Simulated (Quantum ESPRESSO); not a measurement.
Band energies of RbBr at +1 % isotropic strain

```
CELL_PARAMETERS angstrom
      4.11239     0.00000     0.00000
      0.00000     4.11239     0.00000
      0.00000     0.00000     4.11239
ATOMIC_POSITIONS crystal
  Br 0.50000 0.50000 0.50000
  Rb 0.00000 0.00000 0.00000
```

PBEsol (Quantum ESPRESSO, PseudoDojo norm-conserving, 46 Ry, no spin-orbit coupling); path ΓXMΓRX,MR; energies in eV from the valence-band maximum.

| k (1/Å) | point | band 4 | band 5 | band 6 | band 7 | band 8 | band 9 | band 10 | band 11 |
|---|---|---|---|---|---|---|---|---|---|
| 0.00 | Γ | -9.00 | -9.00 | -0.16 | -0.16 | -0.16 | 3.94 | 5.46 | 5.46 |
| 0.44 |  | -8.97 | -8.97 | -1.27 | -0.20 | -0.20 | 5.55 | 6.06 | 6.97 |
| 0.76 | X | -8.95 | -8.95 | -1.79 | -0.24 | -0.24 | 6.80 | 6.98 | 7.59 |
| 0.87 |  | -8.97 | -8.95 | -1.75 | -0.29 | -0.23 | 6.81 | 6.98 | 7.54 |
| 1.42 |  | -9.31 | -8.92 | -1.12 | -1.05 | -0.01 | 5.27 | 6.15 | 7.97 |
| 1.53 | M | -9.33 | -8.92 | -1.08 | -1.08 | 0.00 | 5.19 | 6.10 | 7.91 |
| 1.85 |  | -9.19 | -8.93 | -1.18 | -0.94 | -0.09 | 5.74 | 6.41 | 8.21 |
| 2.28 |  | -9.00 | -8.98 | -0.70 | -0.41 | -0.18 | 4.93 | 5.93 | 6.28 |
| 2.61 | Γ | -9.00 | -9.00 | -0.16 | -0.16 | -0.16 | 3.94 | 5.46 | 5.46 |
| 2.81 |  | -9.02 | -8.99 | -0.39 | -0.24 | -0.24 | 4.40 | 5.73 | 5.73 |
| 3.22 |  | -9.12 | -9.04 | -0.87 | -0.71 | -0.71 | 6.51 | 7.26 | 7.26 |
| 3.73 |  | -9.23 | -9.23 | -1.32 | -1.32 | -1.25 | 7.54 | 7.98 | 7.98 |
| 3.93 | R | -9.24 | -9.24 | -1.39 | -1.39 | -1.39 | 8.13 | 8.13 | 8.13 |
| 4.13 |  | -9.23 | -9.22 | -1.34 | -1.31 | -1.24 | 7.55 | 7.96 | 7.98 |
| 4.52 |  | -9.11 | -9.08 | -1.37 | -0.79 | -0.53 | 6.69 | 7.22 | 7.22 |
| 5.01 | X | -8.95 | -8.95 | -1.79 | -0.24 | -0.24 | 6.80 | 6.98 | 7.59 |
| 5.01 | M | -9.33 | -8.92 | -1.08 | -1.08 | 0.00 | 5.19 | 6.10 | 7.91 |
| 5.30 |  | -9.30 | -9.02 | -1.18 | -1.18 | -0.51 | 5.86 | 7.09 | 7.89 |
| 5.78 | R | -9.24 | -9.24 | -1.39 | -1.39 | -1.39 | 8.13 | 8.13 | 8.13 |

The PBEsol gap is indirect, 3.94 eV, from M to Γ; the smallest direct gap is 4.09 eV.

Spin-orbit splittings are left out.

Geometry strained from the cell relaxed with PBEsol, atoms relaxed again.

This is not the ordinary phase of the substance; no match was found in the copy of COD used, and its stability was not checked.
